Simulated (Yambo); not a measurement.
Yambo run on KSc₂F₇ (space group Cmmm, No. 65). The wavefunctions are PBEsol (Quantum ESPRESSO, PseudoDojo norm-conserving, 84 Ry, scalar-relativistic) ones on a 2×2×4 mesh (40 occupied bands); a = b = 6.2243 Å, c = 4.0483 Å, α = β = 90.00°, γ = 116.57°.

Yambo input:

```
rim_cut
gw0
dyson
el_el_corr
HF_and_locXC
cohsex
em1s
RandQpts= 1000000
RandGvec= 1 Ry
EXXRLvcs= 84 Ry
VXCRLvcs= 336 Ry
Chimod= "HARTREE"
% BndsRnXs
 3 | 166 |
%
NGsBlkXs= 6 Ry
% LongDrXs
 1.0 | 1.0 | 1.0 |
%
ExtendOut
% QPkrange
 1 | 1 | 40 | 40 |
 7 | 7 | 40 | 41 |
%
```

k points by index: 1 = Γ, 7 = (-0.5, -0.5, 0).

The o-*.qp file then holds:

```
#    K-point    Band    Eo [eV]    E [eV]    E-Eo [eV]    Vxc [eV]    Vnlxc [eV]    Sc|Eo [eV]    Re(Z)    Im(Z)
#
    1    40    0.000000    -3.454045    -3.454045    -23.04814    -30.59329    4.091101    1.000000    0.000000
    7    40    -0.025278    -3.551134    -3.525857    -22.81639    -30.53285    4.190596    1.000000    0.000000
    7    41    5.865917    8.099341    2.233424    -17.53104    -9.375566    -5.922052    1.000000    0.000000
```
(The two width columns are left out.) Convergence of these settings isn't established.

Geometry of the Materials Project entry, not relaxed at this level.

The structure is a Materials Project entry; no match was found in the copy of COD used, and its stability was not checked.
